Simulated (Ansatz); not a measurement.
The end point of a relaxation of TiRh. Space group P4/mmm (No. 123), AFLOW prototype AB_tP2_123_a_d (L1_0, as in CuAu). Computed with PBEsol (plane waves to 420 eV, PAW, scalar-relativistic; Ansatz, a first-principles code).

Space group P4/mmm (No. 123); a = 2.9236 Å, b = 2.9236 Å, c = 3.3776 Å, α = 90.00°, β = 90.00°, γ = 90.00°

```tsv
atom	site	symmetry	x	y	z
Rh	1b	4/mmm	0.0000	0.0000	0.5000
Ti	1c	4/mmm	0.5000	0.5000	0.0000
```

```yaml
volume_per_atom: 14.43 Å³
band_gap: zero (metallic)
shortest_distances: Rh–Ti 2.67 Å; Ti–Ti 2.92 Å; Rh–Rh 2.92 Å
k-mesh: 16×16×14
```

No spin polarisation in the result.

It was reached from a disturbed copy of a Pmmm (No. 47) cell, against which it lies -0.68 eV/atom.

The first start was generated by a random draw of sites in a space group. A measured structure of TiRh has the same space group, P4/mmm (No. 123); the sites were not compared with it.
